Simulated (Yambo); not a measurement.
G0W0@LDA for TiO$_{2}$ (space group Pnma, No. 62) in Yambo. Reference settings: 2×4×1 Γ-centred k mesh, bands 5 to 308 and a 7 Ry block in the screening, 308 bands in G with the Bruneval-Gonze terminator, plasmon pole fitted at 27.2 eV. The LDA gap (0, 0.25, 0) → Γ on this mesh is 2.92 eV; G0W0 gaps are taken between the same points.

The settings were changed. The gap went from 4.92 eV to 4.95 eV, and the shift of the valence edge from -0.44 eV to -0.33 eV.

Problem. What was changed between the two runs?
(A) 204 bands in G, no terminator
(B) 6 Ry block
(C) no terminator
(D) 152 bands in W

Solution. D, 152 bands in W. The others gave (gap, valence shift): no terminator: 5.04, -0.25 eV; 6 Ry block: 4.95, -0.42 eV; 204 bands in G, no terminator: 5.07, -0.11 eV.

Geometry of the Materials Project entry, not relaxed at this level; primitive cell a = 5.987 Å, b = 3.773 Å, c = 9.073 Å, α = β = γ = 90.00°.

This is not the ordinary phase of the substance.

A shift is the quasiparticle energy of the state minus its LDA energy.
